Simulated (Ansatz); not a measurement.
TlBr:
```cif
data_BrTl
_chemical_formula_sum 'Tl1 Br1'
_space_group_name_H-M_alt 'P 1'
_space_group_IT_number 1
_cell_length_a 3.97975
_cell_length_b 3.97975
_cell_length_c 3.97975
_cell_angle_alpha 90.000
_cell_angle_beta 90.000
_cell_angle_gamma 90.000
loop_
_space_group_symop_operation_xyz
  'x, y, z'
loop_
_atom_site_label
_atom_site_type_symbol
_atom_site_fract_x
_atom_site_fract_y
_atom_site_fract_z
_atom_site_occupancy
Tl1 Tl 0.00000 0.00000 0.00000 1
Br1 Br 0.50000 0.50000 0.50000 1
```

Relaxed with PBE+D3(BJ). Independent-particle spectrum: no excitons, no local fields, no scissors shift; 0.1 eV broadening; ε₁ of the summed bands alone.

### Question
Tabulate the dielectric function from PBE+D3(BJ) in the plane-wave PAW code Ansatz.

### Answer


| E (eV) | ε₁ xx | ε₂ xx |
|---|---|---|
| 0.0 | 6.46 | 0.00 |
| 0.3 | 6.48 | 0.00 |
| 0.6 | 6.55 | 0.00 |
| 0.9 | 6.68 | 0.00 |
| 1.2 | 6.88 | 0.00 |
| 1.5 | 7.19 | 0.00 |
| 1.8 | 7.80 | 0.06 |
| 2.1 | 8.20 | 0.67 |
| 2.4 | 8.59 | 0.94 |
| 2.7 | 9.56 | 1.65 |
| 3.0 | 9.59 | 2.87 |
| 3.3 | 9.68 | 3.67 |
| 3.6 | 10.05 | 4.58 |
| 3.9 | 10.82 | 6.42 |
| 4.2 | 9.87 | 8.87 |
| 4.5 | 8.65 | 11.58 |
| 4.8 | 4.04 | 14.74 |
| 5.1 | -1.65 | 12.41 |
| 5.4 | -1.86 | 8.11 |
| 5.7 | -1.27 | 7.20 |
| 6.0 | -2.15 | 5.25 |
| 6.3 | -0.89 | 4.31 |
| 6.6 | -0.77 | 5.04 |
| 6.9 | -1.40 | 4.04 |
| 7.2 | -0.92 | 3.70 |
| 7.5 | -1.57 | 2.90 |
| 7.8 | -0.84 | 1.74 |
| 8.1 | 0.51 | 1.56 |
| 8.4 | 0.96 | 3.23 |
| 8.7 | 0.08 | 2.81 |
| 9.0 | 0.18 | 2.83 |
| 9.3 | 0.21 | 3.08 |
| 9.6 | -0.88 | 3.25 |
| 9.9 | -1.06 | 2.21 |
| 10.2 | -0.81 | 1.74 |
| 10.5 | -0.56 | 1.43 |
| 10.8 | -0.27 | 1.24 |
| 11.1 | 0.04 | 1.19 |
| 11.4 | 0.25 | 1.46 |
| 11.7 | 0.17 | 1.41 |
| 12.0 | 0.20 | 1.47 |

### Question
From ε at 2.4 eV (xx: 8.59 + 0.94i), find n, k, the normal reflectivity and the absorption coefficient.

### Answer
n = 2.94, k = 0.160, R = 24 %, α = 2kE/ħc = 39000 cm⁻¹.

With all bands, ε∞ without local fields is 6.60. DFPT, with local fields, gives 6.04.

Space group Pm-3m (CsCl type). Symmetry was held in the PBE+D3(BJ) relaxation; phonons on a q-mesh show no instability. Spin–orbit coupling is left out wherever it is not named.

Potentials: the later of the program's two PAW sets.
